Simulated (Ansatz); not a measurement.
## Structures of HfSi$_{3}$: which is lowest?

Plane-wave DFT in Ansatz with scalar-relativistic PAW potentials, cutoff 420 eV, Γ-centred meshes chosen by cell and gap, Gaussian smearing with energies taken to zero width. Every cell was relaxed (cell and atoms) in a run of its own, within the symmetry of its start. Functional: PBE.

Relaxed structures (starts from databases or built by putting these elements on another compound's sites):
A. Pm-3m, 4 atoms in the computed cell, a = 3.974 Å; sites (symmetry × multiplicity) Hf m-3m × 1, Si 4/mm.m × 3; start: built
B. I4/mmm, 4 atoms in the computed cell, a = 3.783 Å, c = 8.839 Å; sites (symmetry × multiplicity) Hf 4/mmm × 2, Si -4m2 × 4 + 4/mmm × 2; start: built

**Question.** Rank them by energy. Could pressure change the order?

**Answer.**
| structure | group | E − E(lowest) (meV/atom) | V (Å³/atom) | gap on mesh (eV) |
| --- | --- | --- | --- | --- |
| B | I4/mmm | 0.0 | 15.82 | 0.00 |
| A | Pm-3m | 67 | 15.70 | 0.00 |

B is lowest, 67 meV/atom under A. The two lowest differ in volume by under 3 %, too little for a first-order estimate of what pressure does to that pair (other pairs aren't weighed here); with rigid cells even 3 % in favour of the higher one would need about 23 GPa. Other structures may lie lower than all of these, and vibrations aren't counted.

Spin-orbit coupling is left out, which matters for the bands of heavy elements.